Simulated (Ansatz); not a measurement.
Input:

Lu₃SnC:
```cif
data_CLu3Sn
_chemical_formula_sum 'Lu3 Sn1 C1'
_space_group_name_H-M_alt 'Pm-3m'
_space_group_IT_number 221
_space_group_name_Hall '-P 4 2 3'
_cell_length_a 4.72632
_cell_length_b 4.72632
_cell_length_c 4.72632
_cell_angle_alpha 90.000
_cell_angle_beta 90.000
_cell_angle_gamma 90.000
loop_
_atom_site_label
_atom_site_type_symbol
_atom_site_symmetry_multiplicity
_atom_site_Wyckoff_symbol
_atom_site_fract_x
_atom_site_fract_y
_atom_site_fract_z
_atom_site_occupancy
Lu1 Lu 3 c 0.00000 0.50000 0.50000 1
Sn1 Sn 1 a 0.00000 0.00000 0.00000 1
C1 C 1 b 0.50000 0.50000 0.50000 1
```

This is the r²SCAN-relaxed structure.

All from r²SCAN in the plane-wave PAW code Ansatz, unless another level is named. Give the electronic character.

metallic (no gap).

Predict the density of states at the Fermi level.

0.41 states/eV per atom (mean over ±0.08 eV).

Next, the formation energy from the elements (no fitted shifts)?

-0.78 eV/atom.

The workflow started from a Materials Project entry (that database holds measured and hypothetical structures alike); the Crystallography Open Database copy checked does not list it. Its standing as an ambient phase is unchecked. Symmetry was held in the r²SCAN relaxation; its stability against distortions is not shown here. The references are the lowest solids computed at this level, not always the standard phases. Scalar-relativistic: spin–orbit coupling is off unless named, which matters more the heavier the elements.

Potentials: the later of the program's two PAW sets.
